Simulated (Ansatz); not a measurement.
A relaxed cell of Be2ZnTe2O is given with its symmetry left out. The cell was found from a structure generator's guess, not taken from experiment.

Method: Ansatz, DFT PBE, scalar-relativistic, plane waves, PAW. Cutoff 420 eV, Γ-centred mesh, Gaussian smearing, no spin polarisation.

```
CELL_PARAMETERS angstrom
3.74109 0.00000 0.00000
-1.87054 3.23988 0.00000
0.00000 0.00000 10.28332
ATOMIC_POSITIONS crystal
Be 0.33333 0.66667 0.36408
Be 0.66667 0.33333 0.63592
Zn 0.00000 0.00000 0.00000
Te 0.00000 0.00000 0.26077
Te 0.00000 0.00000 0.73923
O 0.00000 0.00000 0.50000
```

The zero of energy is the elements' standard structures at the same level (O₂ as a molecule); no fitted shifts are applied.

(1) What space group does it have?

(2) How far does it lie from the elements in energy?

(3) Is it a metal?

## Answers

(1) P-3m1 (No. 164). Conventional cell: a = 3.741 Å, c = 10.283 Å. Be is surrounded by 3 Te at 2.41 Å and 3 O at 2.57 Å; Zn is surrounded by 2 Te at 2.68 Å; around Te lie 3 Be at 2.41 Å, 1 O at 2.46 Å and 1 Zn at 2.68 Å; around O lie 2 Te at 2.46 Å and 6 Be at 2.57 Å.

(2) +0.15 eV/atom. The separate elements lie lower, so it is unstable against them.

(3) Yes, bands cross the Fermi level on the 12×12×4 mesh.

The last run used a 12×12×4 mesh (in the run's order of axes) for its 6-atom cell and Gaussian smearing of 0.10 eV. These runs have no spin–orbit coupling, which can matter for Te. The reference form of Te is held partly by dispersion forces, which this level lacks. A structure relaxed within its symmetry needn't be a true minimum. Another cell of Be2ZnTe2O relaxed alike, in I4/mmm, lies 0.59 eV/atom lower, so this cell isn't the stable form at this level.
